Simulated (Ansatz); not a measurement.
**Band structure of P**

```yaml
crystal:
  lattice:
    - [1.65500, -5.25000, 0.00000]
    - [1.65500, 5.25000, 0.00000]
    - [0.00000, 0.00000, 4.38000]
  atoms:
    - { symbol: P, position: [0.09800, 0.90200, 0.91000] }
    - { symbol: P, position: [0.59800, 0.40200, 0.59000] }
    - { symbol: P, position: [0.90200, 0.09800, 0.09000] }
    - { symbol: P, position: [0.40200, 0.59800, 0.41000] }
```

Atoms are numbered in the order listed.

The cell comes from COD entry 1010325, which wasn't checked; take it as a given geometry. It is an old determination, and later ones may differ.

These are results of DFT, PBE, all-electron LAPW, scalar-relativistic in Ansatz 0.2.0, not measurements.

The runs use a Γ-centred 13×13×9 k mesh, Fermi–Dirac smearing of 0.05 eV, basis error target 1 meV/atom, no spin polarisation.

Points in fractions of the reciprocal vectors of this cell: Γ (0, 0, 0), Y (-0.5, 0.5, 0), C0 (-0.275, 0.725, 0), Σ0 (0.275, 0.275, 0), Z (0, 0, 0.5), A0 (0.275, 0.275, 0.5), E0 (-0.275, 0.725, 0.5), T (-0.5, 0.5, 0.5). The path joins them by straight lines in the order Γ–Y–C0–Σ0–Γ–Z–A0–E0–T; legs that retrace an earlier one aren't tabulated. Energies are in eV from the Fermi level.

Metal or insulator at this level of theory?

No gap opens: metallic or semimetallic.

Tabulate bands 22 to 29, counted from the lowest band of the run, along the path.


| k (1/Å) | point | band 22 | band 23 | band 24 | band 25 | band 26 | band 27 | band 28 | band 29 |
| --- | --- | --- | --- | --- | --- | --- | --- | --- | --- |
| 0.00 | Γ | -4.78 | -4.70 | -3.21 | -2.96 | -1.43 | 0.47 | 0.48 | 1.37 |
| 0.15 |  | -4.83 | -4.81 | -3.18 | -2.91 | -1.21 | 0.41 | 0.60 | 1.45 |
| 0.30 |  | -5.11 | -4.86 | -3.10 | -2.61 | -0.71 | 0.29 | 0.74 | 1.59 |
| 0.45 |  | -5.34 | -4.90 | -3.02 | -2.03 | -0.24 | 0.24 | 0.43 | 1.68 |
| 0.60 | Y | -5.43 | -4.92 | -2.99 | -1.59 | -0.10 | 0.02 | 0.29 | 1.70 |
| 0.81 |  | -5.60 | -5.57 | -3.73 | -1.56 | -0.13 | 0.16 | 1.25 | 1.73 |
| 1.03 |  | -5.99 | -5.44 | -4.17 | -1.66 | -0.91 | 0.55 | 0.67 | 3.04 |
| 1.24 |  | -5.67 | -4.79 | -3.88 | -2.24 | -2.00 | 0.58 | 1.04 | 1.62 |
| 1.45 | C0 | -5.66 | -4.01 | -3.56 | -3.00 | -2.60 | 0.69 | 0.80 | 1.17 |
| 1.61 |  | -5.76 | -3.82 | -3.54 | -3.06 | -2.68 | 0.61 | 0.67 | 1.36 |
| 1.77 |  | -5.89 | -3.64 | -3.64 | -2.89 | -2.89 | 0.65 | 0.65 | 1.34 |
| 1.92 |  | -5.76 | -3.82 | -3.54 | -3.06 | -2.68 | 0.61 | 0.67 | 1.36 |
| 2.08 | Σ0 | -5.66 | -4.01 | -3.56 | -3.00 | -2.60 | 0.69 | 0.80 | 1.17 |
| 2.34 |  | -6.02 | -3.78 | -3.34 | -3.33 | -2.12 | 0.56 | 0.75 | 0.91 |
| 2.60 |  | -6.49 | -4.45 | -3.41 | -2.93 | -1.49 | 0.61 | 1.34 | 1.81 |
| 2.86 |  | -5.54 | -4.97 | -3.59 | -2.89 | -1.31 | 0.69 | 1.76 | 2.04 |
| 3.12 | Γ | -4.78 | -4.70 | -3.21 | -2.96 | -1.43 | 0.47 | 0.48 | 1.37 |
| 3.30 |  | -4.81 | -4.72 | -3.25 | -2.32 | -2.02 | 0.42 | 1.26 | 1.29 |
| 3.48 |  | -4.53 | -3.94 | -3.38 | -3.03 | -1.36 | 0.69 | 0.95 | 2.32 |
| 3.66 |  | -4.25 | -4.02 | -3.61 | -2.80 | -1.07 | 0.82 | 0.99 | 2.26 |
| 3.84 | Z | -4.82 | -3.93 | -3.93 | -1.75 | -1.75 | 1.04 | 1.04 | 2.51 |
| 4.10 |  | -5.30 | -4.65 | -4.65 | -1.86 | -1.86 | 1.77 | 1.77 | 3.10 |
| 4.36 |  | -6.61 | -4.37 | -4.37 | -2.93 | -2.93 | 2.45 | 2.45 | 3.84 |
| 4.62 |  | -6.27 | -5.26 | -5.26 | -2.77 | -2.77 | 2.53 | 2.53 | 3.34 |
| 4.88 | A0 | -6.63 | -5.03 | -5.03 | -1.95 | -1.95 | 1.63 | 1.63 | 3.49 |
| 5.04 |  | -6.36 | -5.36 | -5.36 | -2.03 | -2.03 | 1.55 | 1.55 | 3.67 |
| 5.20 |  | -6.09 | -5.68 | -5.68 | -2.04 | -2.04 | 1.44 | 1.44 | 3.73 |
| 5.36 |  | -6.36 | -5.36 | -5.36 | -2.03 | -2.03 | 1.55 | 1.55 | 3.67 |
| 5.51 | E0 | -6.63 | -5.03 | -5.03 | -1.95 | -1.95 | 1.63 | 1.63 | 3.49 |
| 5.73 |  | -7.19 | -3.93 | -3.93 | -1.66 | -1.66 | 1.56 | 1.56 | 2.94 |
| 5.94 |  | -6.63 | -3.07 | -3.07 | -1.66 | -1.66 | 1.71 | 1.71 | 2.83 |
| 6.15 |  | -5.10 | -2.82 | -2.82 | -1.72 | -1.72 | 1.83 | 1.83 | 2.14 |
| 6.37 | T | -3.96 | -2.84 | -2.84 | -2.06 | -2.06 | 1.01 | 1.01 | 2.64 |
